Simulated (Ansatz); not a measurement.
NbP:
```cif
data_Nb4P4
_chemical_formula_sum 'Nb4 P4'
_space_group_name_H-M_alt 'I41md'
_space_group_IT_number 109
_space_group_name_Hall 'I 4bw -2'
_cell_length_a 3.34702
_cell_length_b 3.34702
_cell_length_c 11.42747
_cell_angle_alpha 90.000
_cell_angle_beta 90.000
_cell_angle_gamma 90.000
loop_
_atom_site_label
_atom_site_type_symbol
_atom_site_symmetry_multiplicity
_atom_site_Wyckoff_symbol
_atom_site_fract_x
_atom_site_fract_y
_atom_site_fract_z
_atom_site_occupancy
Nb1 Nb 4 a 0.00000 0.50000 0.00004 1
P1 P 4 a 0.00000 0.00000 0.33259 1
```
(The calculation used a cell of 4 atoms; values per cell refer to that cell.)

Relaxed at zero pressure with the program Ansatz at the PBE level (PAW).

### Question
The volume is raised by 3 % and shape and atoms relax at that volume. What pressure results, and how do the axes share the change?

### Answer
-5.2 GPa; a 0.8 %, b 0.8 %, c 1.3 %; the energy rises by 8 meV/atom.

### Question
Give the new structure.

### Answer

Space group I4₁md (No. 109); a = b = 3.374 Å, c = 11.580 Å, α = β = γ = 90.00°

```tsv
atom	site	symmetry	x	y	z
Nb	4a	2mm.	0.0000	0.0000	0.7499
P	4a	2mm.	0.0000	0.0000	0.3328
```

The phase is kept; no other phase was compared at this pressure.

Space group I4_1md. The PBE relaxation kept the symmetry of its start. No spin polarisation was allowed.

Potentials: the earlier of the program's two PAW sets.
